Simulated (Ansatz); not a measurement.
Theory: DFT PBE, scalar-relativistic, plane waves, PAW (Ansatz). Settings: cutoff 420 eV, Γ-centred meshes spaced at most about 0.3 Å⁻¹, and about 0.25 Å⁻¹ or finer for metals (2π included), Gaussian smearing. No spin polarisation in the final relaxations.

Temperature and zero-point effects are left out.

Compare these two cells of ScNb2O3, each relaxed at this level.

A.

```xyz
12
Lattice="4.9876 0.0000 0.0000 -2.4938 4.3194 0.0000 0.0000 0.0000 6.6046" Properties=species:S:1:pos:R:3 pbc="T T T"
Sc    0.0000    0.0000    1.6512
Sc    0.0000    0.0000    4.9535
Nb    0.0000    2.8796    3.3023
Nb    0.0000    2.8796    0.0000
Nb    2.4938    1.4398    0.0000
Nb    2.4938    1.4398    3.3023
O    -1.0195    1.7659    1.6512
O    -1.4742    2.5535    4.9535
O     2.0391    0.0000    1.6512
O     2.9485    0.0000    4.9535
O     1.4742    2.5535    1.6512
O     1.0195    1.7659    4.9535
```

B.

```xyz
6
Lattice="2.4097 -5.2697 0.0000 2.4097 5.2697 0.0000 0.0000 0.0000 3.3723" Properties=species:S:1:pos:R:3 pbc="T T T"
Sc    2.4097    0.0000    0.0000
Nb    2.4097    3.1646    0.0000
Nb    2.4097   -3.1646    0.0000
O     0.0000    0.0000    0.0000
O     1.2049   -2.6349    1.6861
O     1.2049    2.6349    1.6861
```

Task: Which is lower in energy, and by how much?

Result: A is lower, by 0.53 eV/atom. A has space group P6_3/mcm (No. 193), 11.9 Å³/atom and no gap on its mesh; B has space group Cmmm (No. 65), 14.3 Å³/atom and no gap. Counting O atoms around Nb and Sc (those within 1.25 times the shortest such distance or 1.15 times the sum of covalent radii), A has Sc 3, Nb 6 and B has Sc 2, Nb 5. The denser one is the lower, and pressure would at first widen the difference. In A, around Sc lie 3 O at 2.04 Å, 3 O at 2.95 Å, 2 Sc at 3.30 Å and 12 Nb at 3.32 Å; Nb is surrounded by 6 O at 2.24 Å, 3 Nb at 2.88 Å, 2 Nb at 3.30 Å and 6 Sc at 3.32 Å; around O lie 1 Sc at 2.04 Å and 4 Nb at 2.24 Å. In B, Sc has 2 O at 2.41 Å and 6 Nb at 3.16–3.20 Å; around Nb lie 5 O at 2.11–2.14 Å, 2 Nb at 2.63 Å and 3 Sc at 3.16–3.20 Å; O on a site of symmetry mmm has 2 Nb at 2.11 Å and 2 Sc at 2.41 Å; 1 more site not described. Both come from invented guesses.

In Cmmm an odd number of electrons in the primitive cell allows no gap without spin; a larger cell or a magnetic state could open one. Cells relaxed within their symmetry can be saddle points. The P6_3/mcm cell of ScNb2O3 came from shaking the Cmmm one.
